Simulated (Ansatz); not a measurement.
TaSi₂:
```
CELL_PARAMETERS angstrom
      4.76193     0.00000     0.00000
     -2.38097     4.12396     0.00000
      0.00000     0.00000     6.55307
ATOMIC_POSITIONS crystal
  Ta 0.50000 0.00000 0.00000
  Ta 0.50000 0.50000 0.33333
  Ta 0.00000 0.50000 0.66667
  Si 0.15910 0.31820 0.00000
  Si 0.84090 0.15910 0.33333
  Si 0.68180 0.84090 0.66667
  Si 0.84090 0.68180 0.00000
  Si 0.15910 0.84090 0.33333
  Si 0.31820 0.15910 0.66667
```

Relaxed with PBEsol. Special points in fractions of this cell's reciprocal vectors: Γ (0.000, 0.000, 0.000); M (0.500, 0.000, 0.000); K (0.333, 0.333, 0.000); A (0.000, 0.000, 0.500); L (0.500, 0.000, 0.500); H (0.333, 0.333, 0.500).

**Question.** List the band energies nearest the Fermi level at these points for PBEsol with spin–orbit coupling in the plane-wave PAW code Ansatz.

**Answer.** In eV from the Fermi level; about four levels below and three above (degenerate sets whole), none deeper than 8.9 eV; points with the same levels are listed once.

```
k                    below                above
-  -----------------------  -------------------
Γ  -2.19 -2.19 -1.48 -1.48  0.68 0.68 2.95 2.95
M  -0.14 -0.14 -0.03 -0.03  0.84 0.84 1.17 1.17
K  -1.76 -1.76 -1.76 -1.72       0.20 0.29 0.29
A  -1.97 -1.97 -1.67 -1.67  1.07 1.07 1.12 1.12
L  -0.74 -0.74 -0.27 -0.27  1.54 1.54 1.95 1.95
H  -0.31 -0.29 -0.03 -0.03  0.94 0.94 1.53 1.53
```

Space group P6_222. The PBEsol relaxation kept the symmetry of its start; of distortions, only those at the zone centre were tested. The run is not spin-polarised.

Potentials: the later of the program's two PAW sets.
